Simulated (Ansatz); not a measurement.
**Which element?**

Cell vectors (Å):

```
0.0000 3.0582 3.0582
3.0582 0.0000 3.0582
3.0582 3.0582 0.0000
```

```csv
atom,a,b,c
Y,0.5000,0.5000,0.5000
X,0.0000,0.0000,0.0000
```

These are results of PBEsol, all-electron LAPW in Ansatz 0.2.0, scalar-relativistic, not measurements. k mesh 10×10×10, Fermi-Dirac smearing of 0.100 eV.

Harmonic phonons of a crystal by Kohn-Sham DFT at the given cell, standard atomic masses, acoustic sum rule imposed; negative wavenumbers are unstable modes.

```tsv
point	q a (r.l.u.)	q b (r.l.u.)	q c (r.l.u.)	branch	phonon wavenumber (cm⁻¹)
Gamma	0	0	0	4	169.3
L	0.5	0	0	1	121.3
L	0.5	0	0	3	126.5
L	0.5	0	0	5	139.5
L	0.5	0	0	6	177.6
X	0.5	0.5	0	1	64
X	0.5	0.5	0	3	72.9
X	0.5	0.5	0	4	164.6
X	0.5	0.5	0	6	174.7
```

Q: All X atoms are one element. Which one was computed?

A: Sb; the crystal is YSb (Fm-3m).

Known limits: responses of metals move with mesh and smearing.
